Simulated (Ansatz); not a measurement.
Relaxed PbSe (rock salt):

```
CELL_PARAMETERS angstrom
      0.00000     3.10888     3.10888
      3.10888     0.00000     3.10888
      3.10888     3.10888     0.00000
ATOMIC_POSITIONS crystal
  Se 0.00000 0.00000 0.00000
  Pb 0.50000 0.50000 0.50000
```

In each cell atom 2 (Pb, nearest neighbour Se at 3.109 Å; its periodic images, 4.4 Å or more away, move with it) moves by s·(0.707, 0.707, 0.000) (along Cartesian [110]), the rest being held.

Calculation: PBE (plane waves to 420 eV, PAW, scalar-relativistic; Ansatz, a first-principles code). k mesh 8×8×8 (Γ-centred), Fermi-Dirac smearing 0.05 eV. Energies are smeared free energies. F∥ is the force on the atom along that direction. PbSe was relaxed with its symmetry unable to fall. Spin-orbit coupling is left out, though Pb is heavy. ΔE is measured from the undisplaced structure.

Task: Give the computed ΔE (meV/cell) and F∥ (eV/Å) at s (Å) = -0.620, -0.496, -0.248, -0.124, 0.124, 0.248.

Result: 
```tsv
s (Å)	ΔE (meV/cell)	F∥ (eV/Å)
-0.620	288.7	1.503
-0.496	139.2	0.926
-0.248	14.3	0.184
-0.124	1.8	0.040
0.124	1.8	-0.040
0.248	14.3	-0.184
```

(For displaced atoms, the force is minus the slope of the energy, and its curvature is a force constant, which sets phonon frequencies.)
